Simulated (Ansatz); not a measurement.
Ansatz input file:

```yaml
crystal:
  lattice:
    - [4.9182202349, 0.0, 0.0]
    - [0.0, 2.8345053468, 0.0]
    - [0.0, 0.0, 5.5123195538]
  atoms:
    - { symbol: Fe, position: [0.9952753371, 0.75, 0.1997153883], spin: 0.41 }
    - { symbol: Fe, position: [0.0047246629, 0.25, 0.8002846117], spin: 0.41 }
    - { symbol: Fe, position: [0.5047246629, 0.25, 0.6997153883], spin: 0.41 }
    - { symbol: Fe, position: [0.4952753371, 0.75, 0.3002846117], spin: 0.41 }
    - { symbol: P, position: [0.8124056421, 0.75, 0.5639278058] }
    - { symbol: P, position: [0.1875943579, 0.25, 0.4360721942] }
    - { symbol: P, position: [0.6875943579, 0.25, 0.0639278058] }
    - { symbol: P, position: [0.3124056421, 0.75, 0.9360721942] }
basis:
  ecutwfc: 420
kpoints:
  mp_grid: { grid: [8, 12, 6] }
hamiltonian:
  xc: pbesol
scf:
  occupations: { method: gaussian, width: 0.1 }
output:
  forces: true
  stress: true
  eigenvalues: true
  populations: true
  write_density: true
  write_potential: true
  elf: true
  volumetric_format: npy
magnetization:
  spin_polarized: true
relax:
  adjacent_minimum: "off"
  f_tol: 0.01
  max_steps: 30
  cell: { stress_tol: 0.1, fix: [volume] }
```

Launched with
```bash
ansatz run input.yaml --threads 2 --pin off --max-ram 5120MiB --backend cpu --events-out ev --progress --plain --runs-dir out
```

Level of theory: DFT PBEsol, scalar-relativistic, plane waves, PAW (Ansatz).

Abridged output:

```
Pseudopotentials: kind: paw
Pseudopotential: Fe, paw, valence charge 16, recommended cutoff 420 eV (normal)
Pseudopotential: P, paw, valence charge 5, recommended cutoff 420 eV (normal)
Functional definition: PBEsol
Crystal: 8 atoms, lattice volume = 76.846 Å³
Basis set: ecut = 420 eV, 1519 PW (Γ), exchange–correlation on 72×40×80 points (8 copies of the dense FFT grid, shifted against one another)
Bands: 52, of which v1, the nominal top of the filled ones, is band 42 counted from 1 (41 counted from 0)
Symmetry: 8 space group operations
Space group: Pnma (ITA 62), of the structure as read, at distance tolerance 4.3e-5 Å
Magnetic group: BNS 62.441 (UNI 539), of the structure as read, at distance tolerance 4.3e-5 Å
k-points: 140 of 576
Initial density: superposition of atomic densities (chi_scale 0.1, normalization cell)
Starting moments: Σ|m| = 1.64 μB on 4 of 8 sites
Initial wavefunctions: pseudopotential atomic-orbital guess
Functional: x = pbesol(κ = 0.804, μ = 0.12345679), c = pbesol(β = 0.046)
SCF iter   1: F=—  HF=-20753.154898 eV  |F-HF|=—  |Δ(HF+E_count)|=         —  Δρ=6.79e-2 (↑6.76e-2 ↓6.79e-2) dr2=7.94e0  dr2_m=1.37e-1  M=1.346 μB ∫|m|=1.546 μB  β_m=0.30  ethr=3.10e-3  ⟨swp⟩=7.2  Hψ=59121  notcnv=0  defer=30
Mixer restart at iter 1: flushing history
spin=Collinear: Kerker preconditioning applied to the charge; magnetization (m = ρ↑ − ρ↓) channel mixes plain (no charge-response kernel on spin).
SCF iter   2: F=—  HF=-20750.800872 eV  |F-HF|=—  |Δ(HF+E_count)|=    2.35e0  Δρ=2.71e-2 (↑2.52e-2 ↓2.71e-2) dr2=9.90e-1  dr2_m=8.38e-2  M=1.381 μB ∫|m|=1.580 μB  β_m=0.34  ethr=3.10e-3  ⟨swp⟩=2.5  Hψ=23993  notcnv=0  defer=961
SCF iter   3: F=—  HF=-20754.889942 eV  |F-HF|=—  |Δ(HF+E_count)|=    4.09e0  Δρ=1.99e-2 (↑1.90e-2 ↓1.99e-2) dr2=1.04e0  dr2_m=3.52e-2  M=1.346 μB ∫|m|=1.557 μB  β_m=0.67  ethr=1.18e-3  ⟨swp⟩=2.0  Hψ=16290  notcnv=0  defer=961
SCF iter   4: F=—  HF=-20760.510751 eV  |F-HF|=—  |Δ(HF+E_count)|=    5.62e0  Δρ=1.43e-2 (↑1.17e-2 ↓1.43e-2) dr2=7.74e-1  dr2_m=1.78e-3  M=1.222 μB ∫|m|=1.444 μB  β_m=0.84  ethr=1.18e-3  ⟨swp⟩=3.0  Hψ=25384  notcnv=0  defer=961
SCF iter   5: F=—  HF=-20760.434919 eV  |F-HF|=—  |Δ(HF+E_count)|=   7.58e-2  Δρ=1.20e-2 (↑1.20e-2 ↓9.87e-3) dr2=2.86e-1  dr2_m=9.54e-4  M=1.122 μB ∫|m|=1.313 μB  β_m=0.92  ethr=9.22e-4  ⟨swp⟩=3.0  Hψ=27305  notcnv=0  defer=939
SCF iter   6: F=—  HF=-20760.517942 eV  |F-HF|=—  |Δ(HF+E_count)|=         —  Δρ=7.41e-3 (↑7.41e-3 ↓5.39e-3) dr2=1.04e-1  dr2_m=8.66e-4  M=1.107 μB ∫|m|=1.284 μB  β_m=0.92  ethr=3.40e-4  ⟨swp⟩=2.0  Hψ=18889  notcnv=0  defer=939
Mixer restart at iter 6: flushing history
SCF iter   7: F=—  HF=-20760.546677 eV  |F-HF|=—  |Δ(HF+E_count)|=   2.87e-2  Δρ=8.58e-3 (↑8.58e-3 ↓8.51e-3) dr2=1.35e-1  dr2_m=5.50e-6  M=1.112 μB ∫|m|=1.282 μB  β_m=0.64  ethr=1.24e-4  ⟨swp⟩=2.0  Hψ=27095  notcnv=0  defer=939
SCF iter   8: F=—  HF=-20760.514582 eV  |F-HF|=—  |Δ(HF+E_count)|=   3.21e-2  Δρ=2.10e-3 (↑1.79e-3 ↓2.10e-3) dr2=5.60e-3  dr2_m=2.34e-5  M=1.106 μB ∫|m|=1.276 μB  β_m=0.83  ethr=1.24e-4  ⟨swp⟩=2.1  Hψ=23686  notcnv=0  defer=934
SCF iter   9: F=—  HF=-20760.513708 eV  |F-HF|=—  |Δ(HF+E_count)|=   8.74e-4  Δρ=1.03e-3 (↑8.21e-4 ↓1.03e-3) dr2=1.68e-3  dr2_m=9.26e-6  M=1.102 μB ∫|m|=1.269 μB  β_m=0.92  ethr=6.67e-6  ⟨swp⟩=2.5  Hψ=22429  notcnv=0  defer=934
SCF iter  10: F=—  HF=-20760.513590 eV  |F-HF|=—  |Δ(HF+E_count)|=   1.18e-4  Δρ=1.08e-4 (↑4.71e-5 ↓1.08e-4) dr2=2.51e-6  dr2_m=3.79e-6  M=1.099 μB ∫|m|=1.265 μB  β_m=0.96  ethr=2.00e-6  ⟨swp⟩=2.1  Hψ=20018  notcnv=0  defer=934
SCF iter  11: F=—  HF=-20760.513589 eV  |F-HF|=—  |Δ(HF+E_count)|=   1.03e-6  Δρ=1.09e-5 (↑9.49e-6 ↓1.09e-5) dr2=1.23e-7  dr2_m=2.01e-8  M=1.098 μB ∫|m|=1.264 μB  β_m=0.97  ethr=2.98e-9  ⟨swp⟩=2.0  Hψ=26408  notcnv=0  defer=934
SCF iter  12: F=—  HF=-20760.513589 eV  |F-HF|=—  |Δ(HF+E_count)|=   1.10e-8  Δρ=9.48e-6 (↑7.33e-6 ↓9.48e-6) dr2=2.12e-7  dr2_m=9.41e-10  M=1.098 μB ∫|m|=1.264 μB  β_m=0.97  ethr=1.47e-10  ⟨swp⟩=2.3  Hψ=24579  notcnv=0  defer=934
SCF iter  13: F=—  HF=-20760.513589 eV  |F-HF|=—  |Δ(HF+E_count)|=   1.40e-8  Δρ=1.19e-6 (↑1.04e-6 ↓1.19e-6) dr2=3.04e-9  dr2_m=4.81e-12  M=1.098 μB ∫|m|=1.263 μB  β_m=0.98  ethr=1.47e-10  ⟨swp⟩=2.0  Hψ=19678  notcnv=0  defer=934
SCF iter  14: F=-20760.513589 eV  HF=-20760.513589 eV  |F-HF|=1.49e-10  |Δ(HF+E_count)|=  4.29e-10  Δρ=2.63e-7 (↑2.54e-7 ↓2.63e-7) dr2=1.74e-10  dr2_m=1.95e-13  M=1.098 μB ∫|m|=1.263 μB  ethr=3.62e-12  ⟨swp⟩=10.8  Hψ=85395  notcnv=0
SCF 1 converged in 14 iterations: F = -20760.513589 eV  dr2 = 1.74e-10
relax step   1: F+E_penalty+E_count = -20760.51358941 eV  Δ(F+E_penalty+E_count) = +0.000e0 eV  max|allowed force component| = 9.158e-2 eV/Å  Δτ_max = 0.0000 Å  P = +40.134 GPa  Ω = 76.846 Å³  fix = [volume]  reactions: volume +40.134 GPa (14 SCF iters, accepted)
Initial density: handed on by an earlier stage of this run
Starting moments: Σ|m| = 1.64 μB on 4 of 8 sites; this step starts from the density that it was given
Initial wavefunctions: those handed on with the density
SCF iter   1: F=—  HF=-20760.518774 eV  |F-HF|=—  |Δ(HF+E_count)|=         —  Δρ=7.91e-4 (↑5.63e-4 ↓7.91e-4) dr2=8.10e-4  dr2_m=6.99e-5  M=1.089 μB ∫|m|=1.255 μB  β_m=0.65  ethr=9.43e-7  ⟨swp⟩=2.6  Hψ=61981  notcnv=0
spin=Collinear: Kerker preconditioning applied to the charge; magnetization (m = ρ↑ − ρ↓) channel mixes plain (no charge-response kernel on spin).
SCF iter   2: F=—  HF=-20760.518586 eV  |F-HF|=—  |Δ(HF+E_count)|=   1.88e-4  Δρ=3.99e-4 (↑3.99e-4 ↓3.02e-4) dr2=2.00e-4  dr2_m=1.68e-5  M=1.088 μB ∫|m|=1.253 μB  β_m=0.54  ethr=9.43e-7  ⟨swp⟩=2.2  Hψ=21109  notcnv=0
SCF iter   3: F=—  HF=-20760.518632 eV  |F-HF|=—  |Δ(HF+E_count)|=   4.61e-5  Δρ=1.66e-4 (↑1.17e-4 ↓1.66e-4) dr2=4.00e-5  dr2_m=2.96e-6  M=1.088 μB ∫|m|=1.253 μB  β_m=0.57  ethr=2.38e-7  ⟨swp⟩=2.2  Hψ=24793  notcnv=0
SCF iter   4: F=—  HF=-20760.518635 eV  |F-HF|=—  |Δ(HF+E_count)|=   2.64e-6  Δρ=5.79e-5 (↑5.79e-5 ↓5.48e-5) dr2=1.02e-5  dr2_m=2.81e-8  M=1.088 μB ∫|m|=1.253 μB  β_m=0.78  ethr=4.77e-8  ⟨swp⟩=2.0  Hψ=21140  notcnv=0
SCF iter   5: F=—  HF=-20760.518648 eV  |F-HF|=—  |Δ(HF+E_count)|=   1.35e-5  Δρ=2.60e-5 (↑1.07e-5 ↓2.60e-5) dr2=1.01e-6  dr2_m=1.03e-7  M=1.089 μB ∫|m|=1.253 μB  β_m=0.89  ethr=1.22e-8  ⟨swp⟩=2.0  Hψ=21870  notcnv=0
SCF iter   6: F=—  HF=-20760.518649 eV  |F-HF|=—  |Δ(HF+E_count)|=   1.03e-6  Δρ=1.04e-5 (↑1.04e-5 ↓4.20e-6) dr2=3.57e-8  dr2_m=2.57e-8  M=1.089 μB ∫|m|=1.254 μB  β_m=0.95  ethr=1.21e-9  ⟨swp⟩=2.6  Hψ=27925  notcnv=0
SCF iter   7: F=-20760.518649 eV  HF=-20760.518649 eV  |F-HF|=1.46e-8  |Δ(HF+E_count)|=  1.56e-10  Δρ=3.36e-6 (↑1.79e-6 ↓3.36e-6) dr2=1.81e-8  dr2_m=5.10e-10  M=1.089 μB ∫|m|=1.254 μB  ethr=4.25e-11  ⟨swp⟩=5.1  Hψ=85515  notcnv=0
SCF 2 converged in 7 iterations: F = -20760.518649 eV  dr2 = 1.81e-8
relax step   2: F+E_penalty+E_count = -20760.51864913 eV  Δ(F+E_penalty+E_count) = -5.060e-3 eV  max|allowed force component| = 3.510e-2 eV/Å  Δτ_max = 0.0041 Å  P = +39.661 GPa  Ω = 76.846 Å³  energy of the carried Pulay correction = -1.228e-17 eV  fix = [volume]  reactions: volume +39.661 GPa (7 SCF iters, dr2 threshold 8.00e-7 eV, accepted)
   ...
SCF 3 converged in 6 iterations: F = -20760.519556 eV  dr2 = 1.70e-8
relax step   3: F+E_penalty+E_count = -20760.51955649 eV  Δ(F+E_penalty+E_count) = -9.074e-4 eV  max|allowed force component| = 1.375e-2 eV/Å  Δτ_max = 0.0028 Å  P = +39.378 GPa  Ω = 76.846 Å³  energy of the carried Pulay correction = +2.455e-17 eV  fix = [volume]  reactions: volume +39.378 GPa (6 SCF iters, dr2 threshold 8.00e-7 eV, accepted)
SCF iter   1: F=—  HF=-20760.519563 eV  |F-HF|=—  |Δ(HF+E_count)|=         —  Δρ=3.65e-4 (↑2.69e-4 ↓3.65e-4) dr2=8.49e-5  dr2_m=1.16e-5  M=1.078 μB ∫|m|=1.241 μB  β_m=0.65  ethr=9.96e-8  ⟨swp⟩=2.6  Hψ=60911  notcnv=0
spin=Collinear: Kerker preconditioning applied to the charge; magnetization (m = ρ↑ − ρ↓) channel mixes plain (no charge-response kernel on spin).
SCF iter   2: F=—  HF=-20760.519549 eV  |F-HF|=—  |Δ(HF+E_count)|=   1.46e-5  Δρ=1.30e-4 (↑9.70e-5 ↓1.30e-4) dr2=1.36e-5  dr2_m=1.68e-6  M=1.078 μB ∫|m|=1.241 μB  β_m=0.65  ethr=9.96e-8  ⟨swp⟩=2.0  Hψ=26012  notcnv=0
SCF iter   3: F=—  HF=-20760.519547 eV  |F-HF|=—  |Δ(HF+E_count)|=   1.91e-6  Δρ=1.65e-5 (↑1.39e-5 ↓1.65e-5) dr2=4.48e-7  dr2_m=8.90e-9  M=1.078 μB ∫|m|=1.241 μB  β_m=0.73  ethr=1.62e-8  ⟨swp⟩=2.7  Hψ=27473  notcnv=0
SCF iter   4: F=—  HF=-20760.519547 eV  |F-HF|=—  |Δ(HF+E_count)|=   1.11e-7  Δρ=1.62e-5 (↑1.62e-5 ↓1.07e-5) dr2=3.29e-7  dr2_m=7.41e-9  M=1.078 μB ∫|m|=1.241 μB  β_m=0.58  ethr=5.34e-10  ⟨swp⟩=2.0  Hψ=25264  notcnv=0
SCF iter   5: F=—  HF=-20760.519546 eV  |F-HF|=—  |Δ(HF+E_count)|=   3.83e-8  Δρ=3.35e-6 (↑3.35e-6 ↓2.16e-6) dr2=8.59e-9  dr2_m=2.10e-9  M=1.078 μB ∫|m|=1.241 μB  β_m=0.79  ethr=3.92e-10  ⟨swp⟩=3.0  Hψ=26346  notcnv=0
SCF iter   6: F=—  HF=-20760.519546 eV  |F-HF|=—  |Δ(HF+E_count)|=   1.60e-8  Δρ=9.97e-7 (↑9.97e-7 ↓7.52e-7) dr2=2.44e-9  dr2_m=1.65e-11  M=1.078 μB ∫|m|=1.241 μB  β_m=0.81  ethr=1.02e-11  ⟨swp⟩=2.0  Hψ=26367  notcnv=0
SCF iter   7: F=-20760.519546 eV  HF=-20760.519546 eV  |F-HF|=2.01e-9  |Δ(HF+E_count)|=   2.10e-9  Δρ=8.41e-7 (↑6.66e-7 ↓8.41e-7) dr2=2.10e-9  dr2_m=1.07e-11  M=1.078 μB ∫|m|=1.241 μB  ethr=2.91e-12  ⟨swp⟩=5.0  Hψ=76320  notcnv=0
SCF 4 converged in 7 iterations: F = -20760.519546 eV  dr2 = 2.10e-9
relax step   4: F+E_penalty+E_count = -20760.51954650 eV  Δ(F+E_penalty+E_count) = +9.995e-6 eV  max|allowed force component| = 1.443e-2 eV/Å  Δτ_max = 0.0021 Å  P = +39.375 GPa  Ω = 76.846 Å³  energy of the carried Pulay correction = -3.683e-17 eV  fix = [volume]  (7 SCF iters, dr2 threshold 1.18e-8 eV, rejected (line search))
SCF iter   1: F=—  HF=-20760.519599 eV  |F-HF|=—  |Δ(HF+E_count)|=         —  Δρ=2.01e-4 (↑1.46e-4 ↓2.01e-4) dr2=3.31e-5  dr2_m=3.27e-6  M=1.078 μB ∫|m|=1.241 μB  β_m=0.65  ethr=3.82e-8  ⟨swp⟩=2.1  Hψ=59534  notcnv=0
spin=Collinear: Kerker preconditioning applied to the charge; magnetization (m = ρ↑ − ρ↓) channel mixes plain (no charge-response kernel on spin).
SCF iter   2: F=—  HF=-20760.519593 eV  |F-HF|=—  |Δ(HF+E_count)|=   5.68e-6  Δρ=7.21e-5 (↑5.39e-5 ↓7.21e-5) dr2=5.34e-6  dr2_m=4.85e-7  M=1.078 μB ∫|m|=1.241 μB  β_m=0.65  ethr=3.82e-8  ⟨swp⟩=2.3  Hψ=26007  notcnv=0
SCF iter   3: F=—  HF=-20760.519592 eV  |F-HF|=—  |Δ(HF+E_count)|=   8.92e-7  Δρ=1.29e-5 (↑1.21e-5 ↓1.29e-5) dr2=2.96e-7  dr2_m=2.25e-9  M=1.078 μB ∫|m|=1.241 μB  β_m=0.64  ethr=6.36e-9  ⟨swp⟩=2.0  Hψ=21737  notcnv=0
SCF iter   4: F=—  HF=-20760.519592 eV  |F-HF|=—  |Δ(HF+E_count)|=   1.37e-7  Δρ=8.85e-6 (↑8.85e-6 ↓6.19e-6) dr2=1.06e-7  dr2_m=2.38e-9  M=1.077 μB ∫|m|=1.241 μB  β_m=0.59  ethr=3.52e-10  ⟨swp⟩=2.0  Hψ=25071  notcnv=0
SCF iter   5: F=—  HF=-20760.519592 eV  |F-HF|=—  |Δ(HF+E_count)|=   1.76e-8  Δρ=4.98e-6 (↑4.98e-6 ↓3.43e-6) dr2=3.68e-8  dr2_m=6.66e-10  M=1.077 μB ∫|m|=1.241 μB  β_m=0.79  ethr=1.26e-10  ⟨swp⟩=2.0  Hψ=17782  notcnv=0
SCF iter   6: F=—  HF=-20760.519592 eV  |F-HF|=—  |Δ(HF+E_count)|=   1.42e-8  Δρ=1.35e-6 (↑1.35e-6 ↓1.11e-6) dr2=3.96e-9  dr2_m=1.38e-11  M=1.077 μB ∫|m|=1.241 μB  β_m=0.86  ethr=4.38e-11  ⟨swp⟩=2.2  Hψ=20929  notcnv=0
SCF iter   7: F=—  HF=-20760.519592 eV  |F-HF|=—  |Δ(HF+E_count)|=  7.49e-10  Δρ=1.31e-7 (↑1.26e-7 ↓1.31e-7) dr2=2.76e-11  dr2_m=4.36e-12  M=1.077 μB ∫|m|=1.241 μB  β_m=0.93  ethr=4.71e-12  ⟨swp⟩=3.0  Hψ=30650  notcnv=0
SCF iter   8: F=-20760.519592 eV  HF=-20760.519592 eV  |F-HF|=1.09e-11  |Δ(HF+E_count)|=  2.18e-11  Δρ=1.03e-7 (↑4.79e-8 ↓1.03e-7) dr2=1.51e-11  dr2_m=7.05e-13  M=1.078 μB ∫|m|=1.241 μB  ethr=1.00e-12  ⟨swp⟩=4.2  Hψ=61510  notcnv=0
SCF 5 converged in 8 iterations: F = -20760.519592 eV  dr2 = 1.51e-11
relax step   5: F+E_penalty+E_count = -20760.51959216 eV  Δ(F+E_penalty+E_count) = -3.567e-5 eV  max|allowed force component| = 1.828e-3 eV/Å  Δτ_max = 0.0010 Å  P = +39.374 GPa  Ω = 76.846 Å³  energy of the carried Pulay correction = -3.683e-17 eV  fix = [volume]  reactions: volume +39.374 GPa (8 SCF iters, accepted)
Initial wavefunctions: pseudopotential atomic-orbital guess (no wavefunctions were taken with the density)
SCF iter   1: F=—  HF=-20760.519694 eV  |F-HF|=—  |Δ(HF+E_count)|=         —  Δρ=1.56e-4 (↑1.56e-4 ↓1.41e-4) dr2=1.50e-6  dr2_m=5.01e-8  M=1.078 μB ∫|m|=1.241 μB  β_m=0.65  ethr=1.26e-7  ⟨swp⟩=3.0  Hψ=95477  notcnv=0
spin=Collinear: Kerker preconditioning applied to the charge; magnetization (m = ρ↑ − ρ↓) channel mixes plain (no charge-response kernel on spin).
SCF iter   2: F=—  HF=-20760.519714 eV  |F-HF|=—  |Δ(HF+E_count)|=   1.94e-5  Δρ=5.55e-5 (↑5.55e-5 ↓5.04e-5) dr2=1.84e-7  dr2_m=6.21e-9  M=1.078 μB ∫|m|=1.241 μB  β_m=0.65  ethr=1.79e-9  ⟨swp⟩=1.8  Hψ=18384  notcnv=0
SCF iter   3: F=—  HF=-20760.519716 eV  |F-HF|=—  |Δ(HF+E_count)|=   2.67e-6  Δρ=1.83e-6 (↑1.83e-6 ↓1.56e-6) dr2=1.39e-9  dr2_m=5.94e-11  M=1.078 μB ∫|m|=1.241 μB  β_m=0.60  ethr=2.19e-10  ⟨swp⟩=1.9  Hψ=18182  notcnv=0
SCF iter   4: F=—  HF=-20760.519715 eV  |F-HF|=—  |Δ(HF+E_count)|=   1.57e-6  Δρ=1.36e-6 (↑9.64e-7 ↓1.36e-6) dr2=3.82e-9  dr2_m=5.36e-11  M=1.078 μB ∫|m|=1.241 μB  β_m=0.60  ethr=1.66e-12  ⟨swp⟩=2.0  Hψ=26317  notcnv=0
SCF iter   5: F=—  HF=-20760.519715 eV  |F-HF|=—  |Δ(HF+E_count)|=   7.40e-9  Δρ=7.69e-7 (↑5.35e-7 ↓7.69e-7) dr2=8.38e-10  dr2_m=9.37e-11  M=1.077 μB ∫|m|=1.241 μB  β_m=0.80  ethr=1.66e-12  ⟨swp⟩=2.0  Hψ=25280  notcnv=0
SCF iter   6: F=—  HF=-20760.519715 eV  |F-HF|=—  |Δ(HF+E_count)|=   1.08e-9  Δρ=3.37e-7 (↑1.23e-7 ↓3.37e-7) dr2=1.31e-10  dr2_m=2.31e-11  M=1.077 μB ∫|m|=1.241 μB  β_m=0.90  ethr=1.00e-12  ⟨swp⟩=2.0  Hψ=21863  notcnv=0
SCF iter   7: F=-20760.519715 eV  HF=-20760.519715 eV  |F-HF|=4.00e-11  |Δ(HF+E_count)|=  1.42e-10  Δρ=1.25e-7 (↑1.25e-7 ↓8.73e-8) dr2=3.16e-11  dr2_m=2.70e-13  M=1.077 μB ∫|m|=1.241 μB  ethr=1.00e-12  ⟨swp⟩=4.6  Hψ=69093  notcnv=0
SCF 6 converged in 7 iterations: F = -20760.519715 eV  dr2 = 3.16e-11
SCF converged after 7 iterations
Magnetization: 1.0775 μB (42.5387 up, 41.4613 down)
Absolute magnetization: 1.2411 μB (∫|ρ↑−ρ↓|, with the PAW one-centre terms)
Spin contamination: 0.0103 ħ² per cell (⟨S²⟩ above its minimum at these occupations)
Per-site moments (μB) at R_I (Å): [(0.27707737, 0.88186666), (0.27707737, 0.88186666), (0.27707737, 0.88186666), (0.27707737, 0.88186666), (-0.00867804, 0.88186666), (-0.00867804, 0.88186666), (-0.00867804, 0.88186666), (-0.00867804, 0.88186666)]
Free energy (F): -20760.519715 eV
Harris-Foulkes:  -20760.519715 eV  (|F-HF|=4.00e-11)
Internal energy: -20760.505063 eV  (E = F + TS)
E sigma→0 (E₀):  -20760.512389 eV
Entropy (-TS):   -0.014652 eV (-1.832 meV/atom)
Fermi energy:    20.455359 eV
--- Per-component energies (eV) ---
  E_band       = -522.204971
  E_kinetic    = 1779.161337
  E_local      = -9674.860095  (includes V_loc(G=0)·N_el)
  E_nonlocal   = 989.591416
  E_hartree    = 4243.033750
  E_xc         = -746.180054
  E_vxc        = -893.004156  (∫ρ·V_xc dr)
  E_paw        = -7549.460831  (= ΣΔE_a)
  E_vpaw       = -1209.164965  (= ΣTr[D̂ρ^β])
  E_aug_tail   = 0.003272  (compensation charges beyond the density's cutoff)
  E_ewald      = -9802.695049
  E_core_change = 0.901191  (= ΣΔE_core)
  E_smearing   = -0.014652  (= −TS)
--- Forces (eV/Å), atoms counted from 1 ---
  atom   1  Fe    -0.00180095     0.00000000     0.00125992
  atom   2  Fe     0.00180095     0.00000000    -0.00125992
  atom   3  Fe     0.00180095     0.00000000     0.00125992
  atom   4  Fe    -0.00180095     0.00000000    -0.00125992
  atom   5  P      0.00067940     0.00000000    -0.00028490
  atom   6  P     -0.00067940     0.00000000     0.00028490
  atom   7  P     -0.00067940     0.00000000    -0.00028490
  atom   8  P      0.00067940     0.00000000     0.00028490
--- Stress (GPa, compression-positive) ---
       39.395521       0.000000       0.000000
        0.000000      39.349057       0.000000
        0.000000       0.000000      39.384191
  P = ⅓ Tr σ = 39.3763 GPa (393.763 kbar)
--- Band table (eV; the first three rows and the last of 280) ---
  k-point 0 ↑: bands = ["-66.6011", "-66.5841", "-66.5738", "-66.5568", "-33.0283", "-33.0248", "-32.9167", "-32.8734", "-32.8588", "-32.8345", "-32.8329", "-32.8204", "-32.7947", "-32.7651", "-32.7208", "-32.6998", "3.4906", "6.0313", "8.6533", "8.8418", "11.4063", "11.7529", "13.6527", "14.5995", "14.8092", "15.9262", "15.9327", "16.0774", "16.4888", "16.4922", "17.0836", "17.5558", "17.9024", "17.9432", "17.9903", "18.1952", "18.5733", "19.0425", "19.4576", "19.5713", "19.6903", "19.9326", "20.1302", "20.5774", "22.0372", "22.6282", "24.1655", "24.4962", "24.7110", "24.7913", "25.2396", "26.3028"]
  k-point 1 ↑: bands = ["-66.6004", "-66.5865", "-66.5714", "-66.5576", "-33.0278", "-33.0248", "-32.9144", "-32.8785", "-32.8576", "-32.8367", "-32.8281", "-32.8167", "-32.7958", "-32.7700", "-32.7187", "-32.7011", "3.6093", "5.7554", "8.7772", "8.8701", "11.1046", "12.4213", "13.1269", "14.6536", "14.9679", "16.0013", "16.0288", "16.1420", "16.5120", "16.5218", "17.0211", "17.6435", "17.6884", "17.7958", "18.1160", "18.2910", "18.4972", "18.8647", "18.9809", "19.5366", "19.7764", "19.8005", "20.6834", "20.7082", "21.9724", "22.7134", "24.0932", "24.3835", "24.4042", "25.0300", "25.2422", "26.4326"]
  k-point 2 ↑: bands = ["-66.5983", "-66.5909", "-66.5670", "-66.5596", "-33.0267", "-33.0249", "-32.9081", "-32.8886", "-32.8544", "-32.8431", "-32.8142", "-32.8102", "-32.7991", "-32.7823", "-32.7143", "-32.7046", "3.9548", "5.1446", "8.9414", "8.9617", "11.0813", "12.2519", "13.4757", "14.8530", "14.8687", "16.1946", "16.2453", "16.3087", "16.3506", "16.5388", "16.6966", "17.4366", "17.8869", "17.8942", "17.9766", "18.2808", "18.3144", "18.6308", "18.6921", "19.4138", "19.5695", "19.7544", "20.9557", "21.6442", "21.7023", "22.9844", "23.4404", "24.1819", "24.5101", "24.8870", "25.9022", "26.7297"]
  k-point 139 ↓: bands = ["-66.2428", "-66.2428", "-66.2428", "-66.2428", "-32.6605", "-32.6605", "-32.6605", "-32.6605", "-32.5588", "-32.5588", "-32.5588", "-32.5588", "-32.4302", "-32.4302", "-32.4302", "-32.4302", "8.5085", "8.5085", "8.5085", "8.5085", "11.8206", "11.8206", "11.8206", "11.8206", "15.5949", "15.5949", "15.5949", "15.5949", "16.2026", "16.2026", "16.2026", "16.2026", "17.9220", "17.9220", "17.9220", "17.9220", "19.2942", "19.2942", "19.2942", "19.2942", "20.7518", "20.7518", "20.7518", "20.7518", "23.0229", "23.0229", "23.0229", "23.0229", "24.2596", "24.2596", "24.2596", "24.2596"]
--- Relaxed structure (5 steps of the walk, 4 accepted, 1 SCFs on fresh bases) ---
  F+E_penalty+E_count = -20760.51971494 eV   max|allowed force component| = 1.801e-3 eV/Å   (the final SCF, on the basis selected at the relaxed cell)
  cell:  # Å, volume = 76.8457 Å³
    - [4.93111443, 0.0, 0.0]
    - [0.0, 2.81667879, 0.0]
    - [0.0, 0.0, 5.53270140]
  atoms:
    - { symbol: Fe, position: [0.99454693, 0.74999999, 0.19925626] }
    - { symbol: Fe, position: [0.00545306, 0.25, 0.80074373] }
    - { symbol: Fe, position: [0.50545306, 0.25, 0.69925626] }
    - { symbol: Fe, position: [0.49454693, 0.74999999, 0.30074373] }
    - { symbol: P, position: [0.81312456, 0.74999999, 0.56282673] }
    - { symbol: P, position: [0.18687543, 0.25, 0.43717326] }
    - { symbol: P, position: [0.68687543, 0.25, 0.06282673] }
    - { symbol: P, position: [0.31312456, 0.74999999, 0.93717326] }
--- Löwdin populations: 8 sites ---
  site symbol q [e]    m [muB]
     0     Fe     15.8986     0.2849
     1     Fe     15.8986     0.2849
     2     Fe     15.8986     0.2849
     3     Fe     15.8986     0.2849
     4      P      4.7691    -0.0076
     5      P      4.7691    -0.0076
     6      P      4.7691    -0.0076
     7      P      4.7691    -0.0076
  spilling = 0.015823 (of n_electrons = 84.000000)
```

The relaxation met its thresholds.

It took 2.1 min on 2 threads of Intel(R) Xeon(R) 6975P-C (Granite Rapids), on a shared host, peak memory 1 GiB.